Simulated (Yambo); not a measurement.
G0W0@PBEsol for SiO$_{2}$ (space group Imma, No. 74) in Yambo (2×2×2 mesh, 7 Ry block, plasmon pole, screening fixed), without a terminator:

```csv
bands N in G,gap Γ → Γ (eV),shift of the valence edge (eV)
116,8.206,-1.345
201,8.342,-1.609
314,8.451,-1.765
```

Problem. Extrapolate both columns to infinite N with E(N) = E∞ + A/N, test the form, and compare with the terminator.

Solution. From two points, E∞ = (N2 E2 − N1 E1)/(N2 − N1). The two largest N give 8.64 eV for the gap and -2.04 eV for the shift; the two smallest give 8.53 eV and -1.97 eV. For the gap the slopes A are -37 and -61 eV: the form isn't reached, and its limit is uncertain. For the shift the slopes A are 72 and 87 eV: the form isn't reached, and its limit is uncertain. With the Bruneval-Gonze terminator and 314 bands the run gives 8.58 eV and -1.98 eV, 0.06 eV and 0.06 eV from the extrapolated values: the terminator too is an estimate of the remainder. Block, mesh and the bands in W are held fixed.

Geometry of the Materials Project entry, not relaxed at this level; primitive cell a = 7.030 Å, b = 7.030 Å, c = 7.030 Å, α = 136.18°, β = 94.40°, γ = 101.64°.

This is not the ordinary phase of the substance; no match was found in the copy of COD used, and its stability was not checked.

A shift is the quasiparticle energy of the state minus its PBEsol energy.
